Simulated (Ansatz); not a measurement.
SrO (rock salt), relaxed with r²SCAN (Ansatz, a program for electronic structure, plane waves, PAW): a = 5.160 Å, b = 5.160 Å, c = 5.160 Å, α = 90.00°, β = 90.00°, γ = 90.00°.

```
Item                             Value
-------------------------------  -----
gap (eV)                          3.80
ΔH_f (eV/atom)                   -2.96
B₀ by P(V) fit (GPa)              93.6
electron conductivity mass (mₑ)   0.51
```

### Question
The same phase is relaxed and computed with LDA in the same code. What are the cell and these values now?

### Answer
a = 5.064 Å, b = 5.064 Å, c = 5.064 Å, α = 90.00°, β = 90.00°, γ = 90.00°.

gap (eV): 3.12
ΔH_f (eV/atom): -2.93
B₀ by P(V) fit (GPa): 104
electron conductivity mass (mₑ): 0.49

All cells were relaxed under the symmetry of their starts (and spin orders); stability against distortions was not tested throughout. Spin–orbit coupling is left out wherever it is not named.

Potentials: the later of the program's two PAW sets.

Ansatz is a plane-wave DFT program.

Formation energies count from the lowest solids of the elements computed at the same level, not from gases.
